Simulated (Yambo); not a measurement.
BaTiO₃ (space group P4mm, No. 99), G0W0@PBEsol in Yambo with this input:

```
rim_cut
gw0
dyson
el_el_corr
HF_and_locXC
ppa
em1d
RandQpts= 1000000
RandGvec= 1 Ry
EXXRLvcs= 84 Ry
VXCRLvcs= 336 Ry
Chimod= "HARTREE"
% BndsRnXp
 2 | 127 |
%
NGsBlkXp= 8 Ry
% LongDrXp
 1.0 | 1.0 | 1.0 |
%
PPAPntXp= 27.2114 eV
% GbndRnge
 1 | 127 |
%
GTermKind= "BG"
DysSolver= "n"
ExtendOut
```

On a 4×4×4 mesh, with wavefunctions cut at 84 Ry, the gap (A → Γ) is 3.357 eV and the valence edge shifts by -0.321 eV.

Problem. What happens with this change: 2 Ry block?

Solution. The gap rises by 0.679 eV, to 4.036 eV; the shift of the valence edge becomes -0.432 eV. Neither run is shown to be the converged limit.

Geometry of the Materials Project entry, not relaxed at this level; primitive cell a = b = 3.990 Å, c = 4.103 Å, α = β = γ = 90.00°.

A shift is the quasiparticle energy of the state minus its PBEsol energy.
